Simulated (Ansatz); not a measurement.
An Ansatz (a first-principles code) run. Input:

Ansatz 0.2 input:
```yaml
crystal:
  lattice:
    - [0.0, 2.8782677189, 2.8782677189]
    - [2.8782677189, 0.0, 2.8782677189]
    - [2.8782677189, 2.8782677189, 0.0]
  atoms:
    - { symbol: S, position: [0.75, 0.75, 0.75] }
    - { symbol: Cd, position: [0.0, 0.0, 0.0] }
kpoints:
  mp_grid: { grid: [8, 8, 8] }
hamiltonian:
  xc: lda
  pseudopotentials: { kind: paw }
scf:
  occupations: { method: fixed }
phonons:
  method: dfpt
  response_accuracy: low
  eigenvectors: true
  rigid_motions: translations
  dielectric: true
  raman: true
```

Output (shortened):

```
zone centre: on kpoints.mp_grid the ground state, and the responses unless they are solved on pairs of k-points, stand on 95 of the mesh's 512 k-points, …
Pseudopotentials: kind: paw
Pseudopotential: S, paw, valence charge 6
Pseudopotential: Cd, paw, valence charge 20
Functional definition: SPW92
Crystal: 2 atoms, lattice volume = 47.690 Å³
Basis set: ecut = 420 eV, 941 PW (Γ), exchange–correlation on 60×60×60 points (8 copies of the dense FFT grid, shifted against one another)
Bands: 17, of which v1, the nominal top of the filled ones, is band 13 counted from 1 (12 counted from 0)
Symmetry: 24 space group operations
k-points: 95 of 512 (irreducible under 4 space group operations, time reversal used)
PAW frozen core: S, regenerated for the run's functional, and the local potential with it
PAW frozen core: Cd, regenerated for the run's functional, and the local potential with it
Initial wavefunctions: pseudopotential atomic-orbital guess
Eigensolver: davidson
Functional: x = slater, c = lda
SCF iter   1: F=—  HF=-8988.655292 eV  |F-HF|=—  |Δ(HF+E_count)|=         —  Δρ=8.46e-3  dr2=3.25e-2  ethr=1.77e-3  ⟨swp⟩=4.9  Hψ=6966  notcnv=0  defer=184
all-band conjugate gradients solve this SCF's bands
preconditioner: auto → none
SCF iter   2: F=—  HF=-8988.645244 eV  |F-HF|=—  |Δ(HF+E_count)|=   1.00e-2  Δρ=2.58e-3  dr2=1.34e-3  ethr=1.25e-4  ⟨swp⟩=2.0  Hψ=3329  notcnv=0  defer=186
SCF iter   3: F=—  HF=-8988.644821 eV  |F-HF|=—  |Δ(HF+E_count)|=   4.23e-4  Δρ=1.14e-3  dr2=2.80e-4  ethr=5.15e-6  ⟨swp⟩=2.1  Hψ=2688  notcnv=0  defer=186
SCF iter   4: F=—  HF=-8988.644746 eV  |F-HF|=—  |Δ(HF+E_count)|=   7.49e-5  Δρ=2.01e-4  dr2=1.70e-5  ethr=1.08e-6  ⟨swp⟩=2.0  Hψ=2658  notcnv=0  defer=100
SCF iter   5: F=—  HF=-8988.644723 eV  |F-HF|=—  |Δ(HF+E_count)|=   2.36e-5  Δρ=3.75e-5  dr2=2.96e-7  ethr=6.54e-8  ⟨swp⟩=2.0  Hψ=2375  notcnv=0
SCF iter   6: F=—  HF=-8988.644743 eV  |F-HF|=—  |Δ(HF+E_count)|=   2.03e-5  Δρ=1.23e-5  dr2=4.03e-8  ethr=1.14e-9  ⟨swp⟩=2.0  Hψ=2580  notcnv=0
SCF iter   7: F=—  HF=-8988.644743 eV  |F-HF|=—  |Δ(HF+E_count)|=   1.55e-8  Δρ=3.69e-6  dr2=3.11e-9  ethr=1.55e-10  ⟨swp⟩=3.0  Hψ=3325  notcnv=0
SCF iter   8: F=-8988.644743 eV  HF=-8988.644743 eV  |F-HF|=5.46e-12  |Δ(HF+E_count)|=   1.41e-9  Δρ=1.30e-7  dr2=3.16e-12  ethr=1.00e-12  ⟨swp⟩=6.0  Hψ=9628  notcnv=0
SCF 1 converged in 8 iterations: F = -8988.644743 eV  dr2 = 3.16e-12
DFPT response loops at Γ: preconditioner auto → none (the input reference at scf.mixing.eps_inf says where Resta's filter doesn't serve); β = 0.50 …
── the response to a field inside a basis, on 10×10×10 k-points: an SCF that follows is theirs, and a resumed run solves both again ──
Crystal: 2 atoms, lattice volume = 47.690 Å³
Bands: 14, of which v1, the nominal top of the filled ones, is band 13 counted from 1 (12 counted from 0)
k-points: 110
Initial density: handed on by an earlier stage of this run
Initial wavefunctions: pseudopotential atomic-orbital guess (no wavefunctions were taken with the density)
Eigensolver: Dense (110 Hₖ)
SCF iter   1: F=—  HF=-8988.642889 eV  |F-HF|=—  |Δ(HF+E_count)|=         —  Δρ=1.85e-4  dr2=3.20e-6  ethr=1.00e-1
all-band conjugate gradients don't solve this SCF's bands (scf.eigensolver.kind)
preconditioner: auto → none
SCF iter   2: F=—  HF=-8988.642888 eV  |F-HF|=—  |Δ(HF+E_count)|=   7.21e-7  Δρ=8.41e-5  dr2=6.74e-7  ethr=1.23e-8
SCF iter   3: F=—  HF=-8988.642888 eV  |F-HF|=—  |Δ(HF+E_count)|=   9.82e-8  Δρ=2.58e-5  dr2=9.38e-8  ethr=2.59e-9
SCF iter   4: F=—  HF=-8988.642888 eV  |F-HF|=—  |Δ(HF+E_count)|=   1.67e-8  Δρ=4.57e-6  dr2=7.02e-9  ethr=3.61e-10
SCF iter   5: F=—  HF=-8988.642888 eV  |F-HF|=—  |Δ(HF+E_count)|=   1.54e-9  Δρ=1.45e-6  dr2=3.59e-10  ethr=2.70e-11
SCF iter   6: F=-8988.642888 eV  HF=-8988.642888 eV  |F-HF|=1.82e-12  |Δ(HF+E_count)|=  2.18e-11  Δρ=1.99e-7  dr2=4.91e-12  ethr=1.38e-12
SCF 1 converged in 6 iterations: F = -8988.642888 eV  dr2 = 4.91e-12
DFPT response loops at Γ: mixed as the last ones told, above
DFPT response loops at Γ: mixed as the last ones told, above
WARN: field response: ε∞ stands inside a basis, on 10×10×10 points …
SCF converged after 8 iterations
Free energy (F): -8988.644743 eV
Harris-Foulkes:  -8988.644743 eV  (|F-HF|=5.46e-12)
Internal energy: -8988.644743 eV  (E = F + TS)
E sigma→0 (E₀):  -8988.644743 eV
Fermi energy:    7.204734 eV
--- Per-component energies (eV) ---
  E_band       = -501.780905
  E_kinetic    = 612.868276
  E_local      = -3958.587455  (includes V_loc(G=0)·N_el)
  E_nonlocal   = 70.394266
  E_hartree    = 1814.829093
  E_xc         = -271.947139
  E_vxc        = -309.361365  (∫ρ·V_xc dr)
  E_paw        = -4516.209762  (= ΣΔE_a)
  E_vpaw       = -546.752911  (= ΣTr[D̂ρ^β])
  E_aug_tail   = 0.000013  (compensation charges beyond the density's cutoff)
  E_ewald      = -2740.911802
  E_core_change = 0.919766  (= ΣΔE_core)
  E_smearing   =  0.000000  (= −TS)
  E_closure    =  0.000000  (closes the sum)
  Σ components = -8988.644743   (vs F -8988.644743, Δ=0.00e0)
  [band-id]    e_kinetic+e_local+e_nonlocal+2·e_hartree+e_vxc+e_vpaw+e_augmentation_tail = -501.780990   (vs E_band -501.780905, Δ=-8.49e-5)
--- Band table (eV; the first three rows and the last of 95) ---
  k-point 0: bands = ["-94.0057", "-55.1567", "-55.1567", "-55.1567", "-5.4179", "-0.7138", "-0.7138", "-0.7138", "-0.1730", "-0.1730", "7.2047", "7.2047", "7.2047", "8.1516", "13.5279", "13.5279", "13.5279"]
  k-point 1: bands = ["-94.0057", "-55.1568", "-55.1567", "-55.1567", "-5.3472", "-0.6886", "-0.6886", "-0.6611", "-0.1745", "-0.1745", "6.0887", "7.0696", "7.0696", "9.0464", "13.2642", "13.7386", "13.7386"]
  k-point 2: bands = ["-94.0057", "-55.1571", "-55.1568", "-55.1568", "-5.1752", "-0.6343", "-0.6343", "-0.4620", "-0.1689", "-0.1689", "4.5341", "6.7668", "6.7668", "9.8261", "13.2968", "14.0622", "14.0622"]
  k-point 94: bands = ["-94.0057", "-55.1573", "-55.1572", "-55.1570", "-4.7840", "-0.4632", "-0.4311", "-0.2197", "-0.1689", "0.5351", "3.0003", "4.6886", "4.8201", "12.4306", "12.6278", "14.2712", "14.9862"]
  band table: 17 of 17 bands, residual norms ≤ 1.0e-3 eV
--- Phonons (Γ-DFPT): 2 representative perturbations + reference, on 95 of 512 k-points (Σ response iterations 6) ---
  k mesh reduced under 4 symmetry operations, with k and −k counted as one. Each operation leaves every solved perturbation unchanged …
  ASR residual: 4.797e-5 → 0.000e0 eV/Å²; symmetrization residual: 6.163e-6 eV/Å²
  ASR residual per site (eV/Å²): 4.80e-5 2.94e-5
  Γ frequencies (cm⁻¹): 0.00 0.00 0.00 244.10 244.10 244.10
  ε∞ (high-frequency dielectric tensor):
        6.628013     0.000000     0.000000
        0.000000     6.628013     0.000000
        0.000000     0.000000     6.628013
  ε⁰ (static dielectric tensor: ions relaxed, cell fixed):
        9.786662     0.000000     0.000000
        0.000000     9.786662     0.000000
        0.000000     0.000000     9.786662
  ε⁰ − ε∞ (ionic part):
        3.158649     0.000000     0.000000
        0.000000     3.158649     0.000000
        0.000000     0.000000     3.158649
  softest optical mode at Γ: 244.10 cm⁻¹; the repairs (sum rule, projections) moved no ω² at Γ by more than (0.85 cm⁻¹)²
  Born effective charges Z* (e; rows j = field, columns β = displacement):
    site 0:
        -2.13309    0.00000    0.00000
         0.00000   -2.13309    0.00000
         0.00000    0.00000   -2.13309
    site 1:
         2.13309    0.00000    0.00000
         0.00000    2.13309    0.00000
         0.00000    0.00000    2.13309
  Z* charge neutrality: 6.784e-4 e pre-enforcement
  solved inside a basis spanned on kpoints, on 10×10×10 k-points transformed towards the longest dipole …
  Raman tensors (in the event stream and the table raman_tensors.tsv) …
  optical modes at Γ without the LO–TO term, one row a degenerate level:
      ω (cm⁻¹)  modes    IR ((D/Å)²/amu)  static Raman (Å⁴/amu)  depolarisation
        244.10      3            12.6243                19.0511           0.750
  optical modes at Γ + LO–TO along q̂ = [1.0000, 0.0000, 0.0000]:
      ω (cm⁻¹)  modes    IR ((D/Å)²/amu)  static Raman (Å⁴/amu)  depolarisation
        244.10      2             8.4162                12.7007           0.750
        296.61      1             4.2081                 0.1816           0.750
  optical modes at Γ + LO–TO along q̂ = [0.0000, 1.0000, 0.0000]:
      ω (cm⁻¹)  modes    IR ((D/Å)²/amu)  static Raman (Å⁴/amu)  depolarisation
        244.10      2             8.4162                12.7007           0.750
        296.61      1             4.2081                 0.1816           0.750
  optical modes at Γ + LO–TO along q̂ = [0.0000, 0.0000, 1.0000]:
      ω (cm⁻¹)  modes    IR ((D/Å)²/amu)  static Raman (Å⁴/amu)  depolarisation
        244.10      2             8.4162                12.7007           0.750
        296.61      1             4.2081                 0.1816           0.750
```

Cost: about 5 core-minutes (a rough figure) on shared cores.

Space group F-43m (zinc blende). The cell was relaxed with LDA under the symmetry of its start; phonons on a q-mesh show no instability. Scalar-relativistic: spin–orbit coupling is off unless named, which matters more the heavier the elements.

Potentials: the later of the program's two PAW sets.

Ansatz is a plane-wave DFT program.
